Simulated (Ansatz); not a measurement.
MgS (rock salt, space group No. 225) at seven volumes, the program Ansatz at the PBE level (PAW), scaled uniformly. One row is withheld.

| V (Å³/atom) | P (GPa) |
|---|---|
| 16.270 | 8.46 |
| 16.806 | ? |
| 17.342 | 2.40 |
| 17.879 | 0.00 |
| 18.415 | -2.06 |
| 18.952 | -3.82 |
| 19.488 | -5.34 |

**Question.** Fit the shown pressures and predict the withheld one.

**Answer.** P = (3/2)B₀(x^(7/2) − x^(5/2))[1 + (3/4)(B′ − 4)(x − 1)] with x = (V₀/V)^(2/3). Least squares on the six rows gives V₀ = 17.879 Å³/atom, B₀ = 73.9 GPa, B′ = 4.10. At V = 16.806, x = 1.0421 and P = 5.19 GPa. The run itself gave 5.20 GPa.

Space group Fm-3m (rock salt). The PBE relaxation kept the symmetry of its start.

Potentials: the later of the program's two PAW sets.
